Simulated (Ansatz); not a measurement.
CuCl:
```cif
data_Cl4Cu4
_chemical_formula_sum 'Cu4 Cl4'
_space_group_name_H-M_alt 'F-43m'
_space_group_IT_number 216
_space_group_name_Hall 'F -4 2 3'
_cell_length_a 5.42449
_cell_length_b 5.42449
_cell_length_c 5.42449
_cell_angle_alpha 90.000
_cell_angle_beta 90.000
_cell_angle_gamma 90.000
loop_
_atom_site_label
_atom_site_type_symbol
_atom_site_symmetry_multiplicity
_atom_site_Wyckoff_symbol
_atom_site_fract_x
_atom_site_fract_y
_atom_site_fract_z
_atom_site_occupancy
Cu1 Cu 4 d 0.75000 0.75000 0.75000 1
Cl1 Cl 4 b 0.50000 0.50000 0.50000 1
```
(The calculation used a cell of 2 atoms; values per cell refer to that cell.)

Relaxed with PBE.

**Question.** Decompose the optical modes at the zone centre into irreducible representations, and say which are infrared and Raman allowed.

**Answer.** Point group -43m: Γ_opt = T2. Infrared: T2. Raman: T2.

**Question.** Assign frequencies (DFPT, DFT-PBE in the program Ansatz with PAW potentials; without the LO–TO term).

**Answer.** T2 131 cm⁻¹.

Symmetry was held in the PBE relaxation; phonons on a q-mesh show no instability. The run is not spin-polarised.

Potentials: the later of the program's two PAW sets.
